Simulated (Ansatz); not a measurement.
The numbers come from plane-wave PAW DFT (Ansatz): r2SCAN, no spin polarisation, 500 eV, 4×6×4 Γ-centred k points, gaussian occupations (width 0.0126 eV). Nothing was relaxed.

Computed maps in the lattice plane spanned by a (left to right, 6.88 Å, 21 points from zero) and c (bottom to top, 7.30 Å, 22 points from zero), 90° apart, at height 0.250 along b. The fields are smooth PAW ones with compensation charges, not the true ones near nuclei.

Valence density. Digits on a logarithmic scale: 0 up to 0.03 e/Å³, each further digit a factor of 1.6, 9 from 1.3 e/Å³ up:
```
345565543344445677754
334444434688754455543
433333336999974333333
775332247999984222356
998522237999984222479
999632236999963222599
999632224677643223599
999533333344333333489
886445554333344443357
444567776544456654334
234689998654567765422
235799999855666765422
235799999865665665422
235799999855677765432
234689999654566665432
334567876543456666543
344566654333346778754
455666543322357999985
556777643222468999996
566657653222469999997
556667653222468999996
456676543222457999975
```

ELF. Ten even steps from '0' (0.00) to '9' (0.86):
```
236788730011013444333
012566400588611344431
000133104999960133100
762001007998981010016
998200007999981000179
999500004999950000399
899500100377400100399
998202321000002320189
883024443200145652027
100244443322578886100
013445554334676787510
134456766435730167631
134457976435720057631
134356776435864587531
123345665334789986421
134433333323566543332
246765333222343333332
368898753212333456543
477547864212334677653
476002774212444689653
466104774102444677653
357678863000244555543
```

Problem. The cell is CaBAu. Which atoms lie within 0.2 Å of this plane, and where (fractions of a and c)?

Solution. B at (0.18, 0.08), B at (0.68, 0.42), Au at (0.29, 0.41), Au at (0.79, 0.09), Ca at (0.01, 0.70), Ca at (0.51, 0.80). The whole cell:
```xyz
12
Lattice="6.8782 0.0000 0.0000 0.0000 4.2901 0.0000 0.0000 0.0000 7.3041" Properties=species:S:1:pos:R:3 pbc="T T T"
B     1.2429    1.0725    0.5785
B     2.1962    3.2176    4.2306
B     4.6820    1.0725    3.0736
B     5.6353    3.2176    6.7257
Au    2.0270    1.0725    2.9677
Au    1.4121    3.2176    6.6197
Au    5.4661    1.0725    0.6844
Au    4.8512    3.2176    4.3365
Ca    0.0426    1.0725    5.1085
Ca    3.3964    3.2176    1.4564
Ca    3.4817    1.0725    5.8477
Ca    6.8355    3.2176    2.1956
```

Origin: a known structure type with other elements, at an estimated volume, so it need not be a known compound.
